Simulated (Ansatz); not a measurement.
Input file for Ansatz (a quantum-chemistry and plane-wave program):

Ansatz 0.2 input:
```yaml
crystal:
  lattice:
    - [0.0, 3.3683589712, 3.3683589712]
    - [3.3683589712, 0.0, 3.3683589712]
    - [3.3683589712, 3.3683589712, 0.0]
  atoms:
    - { symbol: Hg, position: [0.0, 0.0, 0.0] }
    - { symbol: Hg, position: [0.25, 0.25, 0.25] }
kpoints:
  mp_grid: { grid: [11, 11, 11] }
hamiltonian:
  xc: r2scan
  pseudopotentials: { kind: paw }
scf:
  occupations: { method: gaussian, width: 0.1 }
checkpoint: { read: metal.run }
output: { write_density: true, elf: true, volumetric_format: npy }
basis: { fft_grid_basis: typed }
```

Output (shortened):

```
Pseudopotential: Hg, paw, valence charge 20
Functional definition: r2SCAN
Crystal: 2 atoms, lattice volume = 76.434 Å³
Basis set: ecut = 500 eV, 1917 PW (Γ), exchange–correlation on 144×144×144 points (64 copies of the dense FFT grid, shifted against one another)
Bands: 28, of which v1, the nominal top of the filled ones, is band 20 counted from 1 (19 counted from 0)
Symmetry: 48 space group operations
Space group: Fd-3m (ITA 227), of the structure as read, at distance tolerance 4.2e-5 Å
k-points: 56 of 1331
Stability of the state it starts from, as read at its close in the unpolarized treatment …
iter 1 solved again at ethr=1.11e-8 eV; its pass at ethr=3.10e-3 eV (dr2=4.42e-6 eV) is discarded
SCF iter   1: F=—  HF=-27655.278627 eV  |F-HF|=—  |Δ(HF+E_count)|=         —  Δρ=4.65e-7  dr2=7.36e-11  dr2_τ=3.62e-11  ethr=1.11e-8  ⟨swp⟩=3.7  Hψ=11197  notcnv=0
preconditioner: auto → none
SCF iter   2: F=-27655.278627 eV  HF=-27655.278627 eV  |F-HF|=8.73e-11  |Δ(HF+E_count)|=  7.13e-10  Δρ=4.10e-7  dr2=1.08e-10  dr2_τ=1.90e-11  ethr=1.00e-12  ⟨swp⟩=6.4  Hψ=6297  notcnv=0
SCF 1 converged in 2 iterations: F = -27655.278627 eV  dr2 = 1.08e-10
SCF converged after 2 iterations
Free energy (F): -27655.278627 eV
Harris-Foulkes:  -27655.278627 eV  (|F-HF|=8.73e-11)
Internal energy: -27655.273178 eV  (E = F + TS)
E sigma→0 (E₀):  -27655.275902 eV
Entropy (-TS):   -0.005449 eV (-2.725 meV/atom)
Fermi energy:    7.975499 eV
--- Per-component energies (eV) ---
  E_band       = -1103.051769
  E_kinetic    = 1209.522305
  E_local      = -7096.290649  (includes V_loc(G=0)·N_el)
  E_nonlocal   = 147.785658
  E_hartree    = 3050.120807
  E_xc         = -415.892377
  E_vxc        = -579.935391  (∫ρ·V_xc dr)
  E_paw        = -19944.537992  (= ΣΔE_a)
  E_vpaw       = -925.330701  (= ΣTr[D̂ρ^β])
  E_aug_tail   = 0.000748  (compensation charges beyond the density's cutoff)
  E_vtau       = 40.953659  (kinetic-family band-sum trace: ∫τ·v_τ [+ j·A + Jᵃ·Aᵃ] dr)
  E_ewald      = -4605.683822
  E_core_change = -0.297855  (= ΣΔE_core)
  E_smearing   = -0.005449  (= −TS)
  E_closure    =  0.000000  (closes the sum)
  Σ components = -27655.278627   (vs F -27655.278627, Δ=0.00e0)
  [band-id]    e_kinetic+e_local+e_nonlocal+2·e_hartree+e_vxc+e_vpaw+e_augmentation_tail+e_vtau = -1103.052758   (vs E_band -1103.051769, Δ=-9.89e-4)
--- Band table (eV; the first three rows and the last of 56) ---
  k-point 0: bands = ["-109.6698", "-109.6650", "-57.5178", "-57.5178", "-57.5178", "-57.4762", "-57.4762", "-57.4762", "-0.1207", "-0.1207", "-0.1207", "-0.0645", "-0.0645", "0.2424", "0.9241", "0.9241", "0.9241", "1.2203", "1.2203", "10.4976", "12.7912", …
  k-point 1: bands = ["-109.6697", "-109.6650", "-57.5180", "-57.5180", "-57.5175", "-57.4765", "-57.4760", "-57.4760", "-0.1615", "-0.1615", "-0.1229", "-0.0115", "-0.0115", "0.2701", "0.9124", "0.9124", "0.9779", "1.2280", "1.2280", "9.9238", "12.3607", …
  k-point 2: bands = ["-109.6695", "-109.6652", "-57.5187", "-57.5187", "-57.5166", "-57.4774", "-57.4753", "-57.4753", "-0.2004", "-0.2004", "-0.1291", "0.0568", "0.0568", "0.3132", "0.8904", "0.8904", "1.1822", "1.2429", "1.2429", "8.6491", "11.8481", …
  k-point 55: bands = ["-109.6676", "-109.6671", "-57.5239", "-57.5233", "-57.4996", "-57.4945", "-57.4707", "-57.4701", "-0.3411", "-0.3145", "0.0102", "0.0970", "0.4169", "0.5355", "0.5536", "0.6694", "1.3934", "1.4216", "3.8984", "4.4710", "8.0175", …
```

Cost: very roughly 11 core-seconds on shared cores.

The start of the workflow was typed in or built on a structure type; neither database checked (COD, Materials Project) lists it. It is not the usual solid phase (space group No. 166). The r²SCAN relaxation kept the symmetry of its start. At this level the phase is mechanically unstable. The substance is a gas or liquid at ambient conditions. The volume moved by -24 % from the start of the relaxation. Scalar-relativistic: spin–orbit coupling is off unless named, which matters more the heavier the elements.

Potentials: the later of the program's two PAW sets.

Ansatz is a plane-wave DFT program.
